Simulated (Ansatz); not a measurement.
**Zone-centre phonons of HCl at 30 GPa: input and output**

Theory: Ansatz 0.2.0, DFT LDA, scalar-relativistic, plane waves, PAW.

It can be run as:
```bash
ansatz run input.yaml --threads 1 --pin off --backend cpu --events-out ev --progress --plain --runs-dir out  # memory cap (--max-ram) not shown
```

Input (bare energies are in eV):
```yaml
crystal:
  lattice:
    - [-1.4877844777, 1.4877844141, 2.1263761644]
    - [1.4877844777, -1.4877844141, 2.1263761644]
    - [1.4877844777, 1.4877844141, -2.1263761644]
  atoms:
    - { symbol: H, position: [0.6797459322, 0.6797459322, 0.0] }
    - { symbol: Cl, position: [0.9882540678, 0.9882540678, 0.0] }
basis:
  ecutwfc: 420
kpoints:
  mp_grid: { grid: [10, 10, 10] }
hamiltonian:
  xc: lda
scf:
  occupations: { method: fixed }
output:
  eigenvalues: true
phonons:
  method: dfpt
  dielectric: true
  rigid_motions: translations
  eigenvectors: true
```

Results section of the output:
```
--- Phonons (Γ-DFPT): 4 representative perturbations + reference, on 282 of 1000 k-points (Σ response iterations 14) ---
  k mesh reduced under 2 symmetry operations, with k and −k counted as one. Each operation leaves every solved perturbation unchanged. A smaller set is not considered because the run solves the response ...
  ASR residual: 2.613e-4 → 0.000e0 eV/Å²; symmetrization residual: 2.728e-7 eV/Å²
  ASR residual per site (eV/Å²): 1.02e-4 2.61e-4
  Γ frequencies (cm⁻¹): -269.12 -269.12 0.00 0.00 0.00 2535.90
  ε∞ (high-frequency dielectric tensor):
        4.740394     0.000000    -0.000000
        0.000000     4.740394     0.000000
       -0.000000     0.000000     4.844909
  softest optical mode at Γ: -269.12 cm⁻¹; the repairs (sum rule, projections) moved no ω² at Γ by more than (5.28 cm⁻¹)²
  Born effective charges Z* (e; rows j = field, columns β = displacement):
    site 0:
         0.72153    0.00000   -0.00000
        -0.00000    0.72153    0.00000
        -0.00000   -0.00000    0.99039
    site 1:
        -0.72153   -0.00000    0.00000
         0.00000   -0.72153   -0.00000
         0.00000    0.00000   -0.99039
  Z* charge neutrality: 1.230e-3 e pre-enforcement
  solved inside a basis spanned on kpoints, on 10×10×10 k-points, its susceptibility summed on 14×14×16: ε∞ is read to err by 1.3e-2, Z* by 8.3e-3 e (field_mesh: kpoints solves on kpoints); Z* is corrected for ...
  optical modes at Γ without the LO–TO term, one row a degenerate level:
      ω (cm⁻¹) modes IR ((D/Å)²/amu)
       -269.12      2            24.5088
       2535.90      1            23.0883
  optical modes at Γ + LO–TO along q̂ = [1.0000, 0.0000, 0.0000]:
      ω (cm⁻¹) modes IR ((D/Å)²/amu)
       -269.12      1            12.2544
        469.50      1            12.2544
       2535.90      1            23.0883
  optical modes at Γ + LO–TO along q̂ = [0.0000, 1.0000, 0.0000]:
      ω (cm⁻¹) modes IR ((D/Å)²/amu)
       -269.12      1            12.2544
        469.50      1            12.2544
       2535.90      1            23.0883
  optical modes at Γ + LO–TO along q̂ = [0.0000, 0.0000, 1.0000]:
      ω (cm⁻¹) modes IR ((D/Å)²/amu)
       -269.12      2            24.5088
       2640.20      1            23.0883
```

The crystal is built of molecules and no dispersion correction was added, so the binding between them is poorly described, and with it their spacing and whatever depends on it. Other phases may be more stable at this pressure.

Negative frequencies stand for imaginary ones: the cell is unstable against these modes.